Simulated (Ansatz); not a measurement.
Question: Name crystals whose computed values (the program Ansatz at the r²SCAN level (PAW)) fall in these windows: Θ_D (K) 410 to 580; B₀ by P(V) fit (GPa) 100 to 130; highest Γ mode, no LO–TO term (cm⁻¹) 320 to 460.

Answer: 

| crystal | Θ_D (K) | B₀ by P(V) fit (GPa) | highest Γ mode, no LO–TO term (cm⁻¹) |
|---|---|---|---|
| Zr4Al3, P6/mmm (Zr on 2e, Zr on 2d, Al on 3f) | 487 | 113 | 387 |
| TiAl, P-6m2 (Ti on 1a, Al on 1d) | 470 | 112 | 349 |
Others may fit too.

Not the usual ambient phase: TiAl, P-6m2 (Ti on 1a, Al on 1d). Standing as an ambient phase not checked: Zr4Al3, P6/mmm (Zr on 2e, Zr on 2d, Al on 3f). Perhaps ordered models of mixed-site phases: TiAl, P-6m2 (Ti on 1a, Al on 1d). All cells were relaxed under the symmetry of their starts (and spin orders); stability against distortions was not tested throughout. Rows with no word on spin ran without spin polarisation. Scalar-relativistic: spin–orbit coupling is off unless named, which matters more the heavier the elements.

Potentials: the later of the program's two PAW sets.
